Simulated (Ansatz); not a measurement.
## ZnPt: stiffness from a series of strains

```yaml
crystal:
  lattice:
    - [2.86400, 0.00000, 0.00000]
    - [0.00000, 2.86400, 0.00000]
    - [0.00000, 0.00000, 3.51000]
  atoms:
    - { symbol: Zn, position: [0.50000, 0.50000, 0.50000] }
    - { symbol: Pt, position: [0.00000, 0.00000, 0.00000] }
```

Atoms are numbered in the order listed.

The geometry is COD entry 1522602, unchecked; take it as a test cell.

No spin–orbit coupling, which matters for the heavy atoms here.

Method: Ansatz 0.2.0, DFT, PBEsol, all-electron LAPW, scalar-relativistic.

Numerical set-up: a Γ-centred 11×11×9 k mesh, Fermi–Dirac smearing of 0.05 eV, basis error target 0.25 meV/atom, no spin polarisation.

The strain is applied along the Cartesian axes of the cell as listed (the other components stay zero). Fractional coordinates are held (clamped ions).

σ is the change of stress from the unstrained cell, which is at -5.85 GPa; tension is positive, so slopes are stress–strain coefficients at that pressure. In a metal the k mesh adds noise.

Only quantities that a quadratic follows smoothly over the whole series are listed; rougher ones are left out.

```tsv
εzz	σzz (GPa)	σxx (GPa)
-0.0200	-4.29	-3.19
0.0000	0.00	0.00
0.0100	1.90	1.46
0.0200	3.70	2.82
```

Problem. Fit the series and read off the stiffness at zero strain.

Solution. Least-squares fits y = p0 + p1 x + p2 x² to the rows give σzz (GPa): p1 = 200, p2 = -720; σxx (GPa): p1 = 150, p2 = -470. So C33 = 200 GPa and C13 = 150 GPa, for these axes.

Problem. One run, at εzz = -0.0100, is withheld. Predict its row.

Solution. The fits give -2.08, -1.55; the run gave -2.08, -1.54.
